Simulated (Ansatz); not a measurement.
Below is a relaxed structure of MgGeSe₃. The cell was found from a structure generator's guess, not taken from experiment.

These are results of DFT PBE, scalar-relativistic, plane waves, PAW in Ansatz, not measurements. Cutoff 420 eV, Γ-centred mesh, Gaussian smearing, no spin polarisation.

```yaml
crystal:
  lattice:
    - [3.48588, 2.01258, 5.54715]
    - [-3.48588, 2.01258, 5.54715]
    - [0.00000, -4.02515, 5.54715]
  atoms:
    - { symbol: Mg, position: [0.75000, 0.75000, 0.75000] }
    - { symbol: Mg, position: [0.25000, 0.25000, 0.25000] }
    - { symbol: Ge, position: [0.50000, 0.50000, 0.50000] }
    - { symbol: Ge, position: [0.00000, 0.00000, 0.00000] }
    - { symbol: Se, position: [0.87743, 0.25000, 0.62257] }
    - { symbol: Se, position: [0.62257, 0.87743, 0.25000] }
    - { symbol: Se, position: [0.25000, 0.62257, 0.87743] }
    - { symbol: Se, position: [0.12257, 0.75000, 0.37743] }
    - { symbol: Se, position: [0.37743, 0.12257, 0.75000] }
    - { symbol: Se, position: [0.75000, 0.37743, 0.12257] }
```

The zero of energy is the elements' standard structures at the same level; no fitted shifts are applied.

Question: Find its symmetry and describe it.

Answer: R-3c (No. 167). Conventional cell: a = 6.972 Å, c = 16.641 Å. Mg is surrounded by 3 Se at 2.60 Å; around Ge lie 6 Se at 2.60 Å; Se is surrounded by 1 Mg at 2.60 Å and 2 Ge at 2.60 Å.

Question: What is its formation energy per atom?

Answer: −0.34 eV/atom. A negative formation energy is needed for stability but isn't enough: competing phases decide.

Question: Is it a metal?

Answer: There is no gap on the 6×6×6 mesh, but valence and conduction bands overlap by only 0.08 eV, so at this level it is a semimetal.

Question: From what recipe could a structure generator have reached it?

Answer: One such recipe: perovskite family, tilts a-a-a- (R-3c, No. 167). Other recipes can lead to the same cell.

The last run used a 6×6×6 mesh for its 10-atom cell and Gaussian smearing of 0.10 eV. The zero gap may come from the functional, which often closes small gaps. The reference form of Se is held partly by dispersion forces, which this level lacks. Symmetry constrained the relaxation, so the result can be a saddle point.
